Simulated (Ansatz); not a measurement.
Na4H6Ru: 23Na nuclear quadrupole resonance

Cell: a computed structure from the Materials Project (it need not be an observed phase), taken as it stands.

Space group R-3c:H (No. 167); a = 9.0544, c = 11.2973 Å, γ = 120.00°.

```csv
site,Wyckoff,site symmetry,x,y,z
Na1,6a,32,0.0000,0.0000,0.2500
Na3,18e,.2,0.0504,0.7170,0.5833
H,36f,1,0.1385,0.1711,0.4114
Ru,6b,-3.,0.0000,0.0000,0.5000
```

One atom of each set is listed; the run and its k-mesh use a cell of 22 atoms with edges of 6.44, 6.44, 6.44 Å.

The numbers come from a DFT calculation in Ansatz (PBE, plane waves and PAW, scalar-relativistic, 420 eV cutoff, Γ-centred 5×5×5 k-points, Fermi–Dirac smearing 0.05 eV).

23Na: I = 3/2, Q = 104.0 mb (year-2017 value). Static lattice, zero field.

Sites with a gradient: Na1 (2 atoms; 6 H at 2.31 Å); Na3 (6 atoms; 8 H at 2.38–2.77 Å).

(1) The simulated spectrum has lines at 3.12, 4.48 MHz. Sort them into the sets that belong together, and say which site each set most likely comes from.

Results:

(1) For I = 3/2 there is one line, ν = (|C_Q|/2)(1 + η²/3)^½. Na1: 4.48 MHz (|C_Q| = 8.96 MHz, η = 0.00). Na3: 3.12 MHz (|C_Q| = 6.21 MHz, η = 0.16).

The sites follow from the calculation. An axis of threefold or higher order runs through Na1, so V_zz lies along it and η is zero. Like point charges on the first shell alone (each adding as 1/d³) would give the same order.
